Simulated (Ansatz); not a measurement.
Polymorphs of B, each relaxed with PBE (plane waves, PAW; program Ansatz):

A: Pm-3m, a = b = c = 4.1574 Å, α = β = γ = 90.00°

B: simple rhombohedral (R-3m), a = 2.3893 Å, b = 2.3893 Å, c = 3.8833 Å, α = 90.00°, β = 90.00°, γ = 120.00°

C: I4_132, a = 4.6529 Å, b = 4.6529 Å, c = 4.6529 Å, α = 90.00°, β = 90.00°, γ = 90.00°

D: diamond (Fd-3m), a = 4.0511 Å, b = 4.0511 Å, c = 4.0511 Å, α = 90.00°, β = 90.00°, γ = 90.00°

E: Cmce, a = 2.9385 Å, b = 5.3251 Å, c = 3.2628 Å, α = 90.00°, β = 90.00°, γ = 90.00°

**Question.** Put the candidates in order of energy per atom at 0 K, lowest first, for PBE.

**Answer.** E (+0 meV/atom), A (+232 meV/atom), C (+394 meV/atom), D (+674 meV/atom), B (+758 meV/atom)

**Question.** Give each one's gap.

**Answer.** A no gap; B no gap; C 1.48 eV; D no gap; E no gap.

Built on a structure type that need not be the filed one of that space group: B. Typed or built starts, not in the databases checked: A; C; D; E. Not the usual ambient phase: A; B; C; D; E. All cells were relaxed under the symmetry of their starts (and spin orders); stability against distortions was not tested throughout.

Energies hold the estimated change up to a 700 eV cutoff; steps of a few meV lie near the error of the meshes.

Potentials: the later of the program's two PAW sets.
